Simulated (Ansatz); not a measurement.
**Ni: constraining the magnetisation**

The cell (1 atom) is Ni as a measured crystal structure (space group Fm-3m). Source: COD entry 9012965; the sample's temperature and pressure aren't taken into account, and it need not be the stable phase.

```yaml
crystal:
  lattice:
    - [0.00000, 1.75850, 1.75850]
    - [1.75850, 0.00000, 1.75850]
    - [1.75850, 1.75850, 0.00000]
  atoms:
    - { symbol: Ni, position: [0.00000, 0.00000, 0.00000] }
```

Atoms are numbered from 1 in the order listed.

Level of theory: DFT, PBE, PAW, plane waves, scalar-relativistic in Ansatz development build ahead of 0.2.0.

| Setting | Value |
| --- | --- |
| Plane-wave cutoff | 420 eV |
| k-point mesh | 12×12×12 (Γ-centred) |
| Occupations | Fermi–Dirac smearing, 0.1 eV |
| Valence electrons | 18 |

Moments by site are taken inside atomic spheres; the rest lies between them.

A small moment in a metal is sensitive to the mesh and the smearing.

For a metal this mesh leaves errors of several meV/atom.

The total moment of the cell is held fixed (separate Fermi levels for the two spins), shared at the start among the Ni atoms with one sign; no search for lower states follows. F is the free energy per cell, and F(lowest) that of the lowest run, the runs with a free moment included. Each row is one local solution, which need not be the lowest state at that M. The run at M = 0 starts without moments and gives the spin-unpolarised solution. The cell holds one magnetic atom, so only parallel order fits; orders in a larger cell may lie lower.

The run at M = 0.96 μB took 1 s on 2 threads of x86-64 server CPU, with other jobs on the host, peak memory 0.31 GiB.

```csv
fixed M (μB/cell),F − F(lowest) (meV/cell),moments of Ni1 (μB)
0.00,32,0.00
0.24,24,0.26
0.48,7,0.51
0.72,3,0.76
0.96,?,?
1.20,233,1.18
1.44,?,?
1.68,911,1.56
1.92,1478,1.74
```

**Question.** Fill in the row for M = 0.96 μB.

**Answer.** 74 meV; moments Ni1 0.98 μB.

**Question.** Fill in the row for M = 1.44 μB.

**Answer.** 512 meV; moments Ni1 1.37 μB.

**Question.** Where do runs with a free total moment end?

**Answer.** “usual moment scaled by 0.1, free total moment [Ni1 0.20 μB]” ends at 0.65 μB, 0 meV; “usual moment, free total moment [Ni1 2.00 μB]” ends at 0.65 μB, 0 meV.
